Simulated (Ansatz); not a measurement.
# Density of states of Sb

```cif
data_structure
_symmetry_space_group_name_H-M 'P 1'
_symmetry_Int_Tables_number 1
_cell_length_a 3.3690
_cell_length_b 3.3690
_cell_length_c 5.3300
_cell_angle_alpha 90.000
_cell_angle_beta 90.000
_cell_angle_gamma 120.000
_cell_volume 52.39
loop_
_atom_site_label
_atom_site_type_symbol
_atom_site_fract_x
_atom_site_fract_y
_atom_site_fract_z
_atom_site_occupancy
Sb1 Sb 0.33333 0.66667 0.25000 1
Sb2 Sb 0.66667 0.33333 0.75000 1
```

The runs use the primitive cell with vectors (3.369, 0.000, 0.000), (-1.685, 2.918, 0.000), (0.000, 0.000, 5.330) Å, to which the k mesh refers.

Conventional cell: a = 3.369 Å, b = 3.369 Å, c = 5.330 Å, α = 90.00°, β = 90.00°, γ = 120.00°. Sb (atom 1) has 12 Sb at 3.30 to 3.37 Å as nearest neighbours.

The cell is COD entry 1539203, as deposited and not checked against the literature; nothing was relaxed.

No spin–orbit coupling, which matters for the heavy atoms here.

Method: Ansatz 0.2.0, DFT, PBEsol, all-electron LAPW, scalar-relativistic.

Numerical set-up: a Γ-centred 12×12×7 k mesh, Fermi–Dirac smearing of 0.05 eV, basis error target 0.5 meV/atom, no spin polarisation.

States per eV and cell, averaged over 0.4 eV, from -12.6 to 3.2 eV, with energies (bin centres) from the Fermi level; empty bins are left out. 

```tsv
E (eV)	total
-12.5	0.29
-12.1	0.40
-11.7	0.43
-11.3	0.50
-10.9	0.58
-10.5	0.65
-10.1	0.75
-9.7	0.94
-9.3	0.99
-8.9	0.98
-8.5	0.97
-8.1	1.49
-7.7	0.85
-7.3	0.02
-5.7	0.06
-5.3	0.46
-4.9	0.88
-4.5	1.57
-4.1	1.27
-3.7	0.87
-3.3	1.01
-2.9	1.21
-2.5	1.01
-2.1	1.24
-1.7	1.04
-1.3	1.17
-0.9	1.16
-0.5	1.09
-0.1	1.28
0.3	1.50
0.7	1.46
1.1	1.32
1.5	1.39
1.9	1.47
2.3	1.24
2.7	1.73
3.1	1.65
```
